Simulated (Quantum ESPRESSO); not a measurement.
# Kohn-Sham bands of MgO (rock salt)

```xyz
2
Lattice="0.0000 2.0970 2.0970 2.0970 0.0000 2.0970 2.0970 2.0970 0.0000" Properties=species:S:1:pos:R:3 pbc="T T T"
Mg     0.0000     0.0000     0.0000
O      2.0970     2.0970     2.0970
```

Cell from Materials Project (mp-1265), symmetrised, no further relaxation. COD (Crystallography Open Database) has an entry of this formula and space group (matched by these alone). Method: LDA plane waves in Quantum ESPRESSO 7.5 (PseudoDojo norm-conserving files, 68 Ry, no spin polarisation, no spin-orbit coupling), Bloch states on a 6×6×6 mesh through Γ, Wannier90 4.0.1. Density: 12×12×12 mesh, cold smearing 0.01 Ry.

The lattice is scaled uniformly by ε, fractional positions fixed; Kohn-Sham values from pw.x, the row at -1.5 % withheld:

```tsv
ε (%)	gap (eV)	width of the top valence group (eV)	direct gap at K (eV)
-3.0	5.772	5.155	11.745
-1.5	?	?	?
0.0	4.813	4.727	11.177
1.5	4.379	4.535	10.894
3.0	3.974	4.355	10.606
```

**Question.** Fit y = y₀ + bε + cε² to the rows at -3.0, 0 and 3.0 %, check it on the fourth row, and predict the withheld one.

**Answer.** 
- gap (eV): b = (3.974 − 5.772)/6 = -0.2997, c = (3.974 + 5.772 − 2×4.813)/18 = 0.00667. Check at 1.5 %: 4.378 for 4.379. Prediction 5.278; the run gives 5.276.
- width of the top valence group (eV): b = (4.355 − 5.155)/6 = -0.1333, c = (4.355 + 5.155 − 2×4.727)/18 = 0.00311. Check at 1.5 %: 4.534 for 4.535. Prediction 4.934; the run gives 4.935.
- direct gap at K (eV): b = (10.606 − 11.745)/6 = -0.1898, c = (10.606 + 11.745 − 2×11.177)/18 = -0.00017. Check at 1.5 %: 10.892 for 10.894. Prediction 11.461; the run gives 11.460.
